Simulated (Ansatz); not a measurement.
ZrC:
```yaml
crystal:
  lattice:
    - [0.00000, 2.35569, 2.35569]
    - [2.35569, 0.00000, 2.35569]
    - [2.35569, 2.35569, 0.00000]
  atoms:
    - { symbol: Zr, position: [0.00000, 0.00000, 0.00000] }
    - { symbol: C, position: [0.50000, 0.50000, 0.50000] }
```

Relaxed with r²SCAN. Special points in fractions of this cell's reciprocal vectors: Γ (0.000, 0.000, 0.000); X (0.500, 0.000, 0.500); U (0.625, 0.250, 0.625); K (0.375, 0.375, 0.750); L (0.500, 0.500, 0.500); W (0.500, 0.250, 0.750).

Task: List the band energies nearest the Fermi level at these points for plane-wave PAW r²SCAN (Ansatz code).

Result: In eV from the Fermi level; about four levels below and three above (degenerate sets whole), none deeper than 8.9 eV; points with the same levels are listed once.

| k | below | above |
|---|---|---|
| Γ | – | 0.91 0.91 0.91 |
| X | -2.23 -1.62 -0.01 -0.01 | 4.56 5.92 5.92 |
| U | -3.13 -2.42 -1.71 | 1.67 5.14 5.68 |
| L | -5.45 -3.10 -3.10 | 4.76 4.76 5.66 |
| W | -2.79 -2.44 -2.44 | 3.51 3.51 5.93 |

Space group Fm-3m (rock salt). The cell was relaxed with r²SCAN under the symmetry of its start. The run is not spin-polarised. Spin–orbit coupling is left out wherever it is not named.

Potentials: the later of the program's two PAW sets.
